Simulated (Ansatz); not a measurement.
# Structure optimisation: boron, fcc

These are results of Ansatz 0.2.0, DFT, r2SCAN, plane waves (500 eV) with PAW, scalar-relativistic, not measurements. The PAW files were generated under PBE, with cores re-solved for the functional.

k-point mesh 18×18×18, Fermi-Dirac smearing 0.1 eV, no spin polarisation. Cell and atoms relax.

Starting structure:

```yaml
crystal:
  lattice:
    - [0.0, 1.4853449006, 1.4853449006]
    - [1.4853449006, 0.0, 1.4853449006]
    - [1.4853449006, 1.4853449006, 0.0]
  atoms:
    - { symbol: B, position: [0.0, 0.0, 0.0] }
hamiltonian:
  xc: r2scan
  pseudopotentials:
    kind: paw
    azcp:
      B: "pseudopotentials/B.paw.azcp"
basis:
  ecutwfc: 500
  fft_grid_basis: typed
kpoints:
  mp_grid: { grid: [18, 18, 18], shift: [0, 0, 0] }
magnetization:
  spin_polarized: false
scf:
  occupations: { method: fermi_dirac, width: 0.1 }
relax:
  max_steps: 60
  f_tol: 0.01
  cell: {}
```

**Question.** What cell does the relaxation end in?

**Answer.** Fm-3m with a = 2.855 Å; 5.82 Å³ per atom against 6.55 at the start (-11.2 %).

**Question.** How much energy does the relaxation gain?

**Answer.** 66.6 meV per atom.
